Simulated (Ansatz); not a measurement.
GePt:
```yaml
crystal:
  lattice:
    - [3.14250, 0.00000, 0.00000]
    - [0.00000, 3.14250, 0.00000]
    - [0.00000, 0.00000, 3.14250]
  atoms:
    - { symbol: Pt, position: [0.00000, 0.00000, 0.00000] }
    - { symbol: Ge, position: [0.50000, 0.50000, 0.50000] }
```

Relaxed with PBEsol. Special points in fractions of this cell's reciprocal vectors: Γ (0.000, 0.000, 0.000); X (0.000, 0.500, 0.000); M (0.500, 0.500, 0.000); R (0.500, 0.500, 0.500).

**Question.** List the band energies nearest the Fermi level at these points for DFT-PBEsol in the program Ansatz with PAW potentials.

**Answer.** In eV from the Fermi level; about four levels below and three above (degenerate sets whole), none deeper than 8.9 eV; points with the same levels are listed once.

```tsv
k	below	above
Γ	-5.07 -5.07 -2.38 -2.38 -2.38	1.80 1.80 1.80
X	-4.07 -4.07 -2.28 -1.00	6.94 6.94 7.41
M	-4.23 -4.23 -3.30 -3.30 -1.29	0.11 1.10 5.12
R	-6.65 -6.65 -6.65 -5.38 -1.22 -1.22	2.40 2.40 2.40
```

Space group Pm-3m (CsCl type). A made-up cell: these elements were put on the sites of a structure type; neither database checked (COD, Materials Project) lists it. COD files the formula under space group No. 62. Its standing as an ambient phase is unchecked. Symmetry was held in the PBEsol relaxation; whether a distortion lowers the energy is not shown. The run is not spin-polarised. Spin–orbit coupling is left out wherever it is not named.

Potentials: the earlier of the program's two PAW sets. The files were generated under PBE; for other functionals the program regenerates the frozen cores, and for LDA and PBEsol the local potential too.
